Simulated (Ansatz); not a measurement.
The calculation used Ansatz, DFT PBE, scalar-relativistic, plane waves, PAW. Settings: cutoff 420 eV, Γ-centred meshes spaced at most about 0.3 Å⁻¹, and about 0.25 Å⁻¹ or finer for metals (2π included), Gaussian smearing. No spin polarisation in the final relaxations.

All energies are static (0 K, no zero-point motion).

Two relaxed structures of ZrPdSe₄:

A.

```
CELL_PARAMETERS angstrom
5.26746 0.00000 0.00000
-2.63373 4.56176 0.00000
0.00000 0.00000 5.35053
ATOMIC_POSITIONS crystal
Zr 0.33333 0.66667 0.00000
Pd 0.00000 0.00000 0.00000
Se 0.66667 0.33333 0.00000
Se 0.49761 0.99523 0.50000
Se 0.00477 0.50239 0.50000
Se 0.49761 0.50239 0.50000
```

B.

```
CELL_PARAMETERS angstrom
-3.84642 3.84642 2.57592
3.84642 -3.84642 2.57592
3.84642 3.84642 -2.57592
ATOMIC_POSITIONS crystal
Zr 0.00000 0.00000 0.00000
Pd 0.50000 0.50000 0.00000
Se 0.50000 0.81354 0.31354
Se 0.50000 0.18646 0.68646
Se 0.81354 0.50000 0.31354
Se 0.18646 0.50000 0.68646
```

Problem. Which form is favoured at zero pressure, and by what margin per atom?

Solution. A is lower, by 0.35 eV/atom. A has space group P-6m2 (No. 187), 21.4 Å³/atom and no gap on its mesh; B has space group I4/mmm (No. 139), 25.4 Å³/atom and no gap. Counting Se atoms around Pd and Zr (those within 1.25 times the shortest such distance or 1.15 times the sum of covalent radii; a plus sign parts nearer from farther groups; the shortest distance is added where it is long for a bond), A has Zr 9, Pd 3+12 and B has Zr 8+8 from 3.5 Å, Pd 4. A holds Se–Se nets (shortest 2.60 Å); in B the shortest Se–Se distance is 2.87 Å, near bonding range too. The denser one is the lower, and pressure would at first widen the difference. Even the lower one lies +0.04 eV/atom against the reference forms of the elements (uncorrected), so neither is stable at this level. In A, Zr is surrounded by 3 Pd at 3.04 Å and 9 Se at 3.04–3.07 Å; Pd has 3 Se at 3.04 Å, 3 Zr at 3.04 Å and 12 Se at 3.75 Å; Se on a site of symmetry -6m2 has 3 Pd at 3.04 Å, 3 Zr at 3.04 Å and 6 Se at 3.09 Å; 1 more site not described. In B, Zr is surrounded by 2 Pd at 2.58 Å, 8 Se at 3.53 Å and 8 Se at 4.11 Å; Pd is surrounded by 4 Se at 2.41 Å and 2 Zr at 2.58 Å; Se is surrounded by 1 Pd at 2.41 Å. Both come from invented guesses. A third cell relaxed alike, in I422, lies 0.52 eV/atom below the lower of the two.

Cells relaxed within their symmetry can be saddle points.
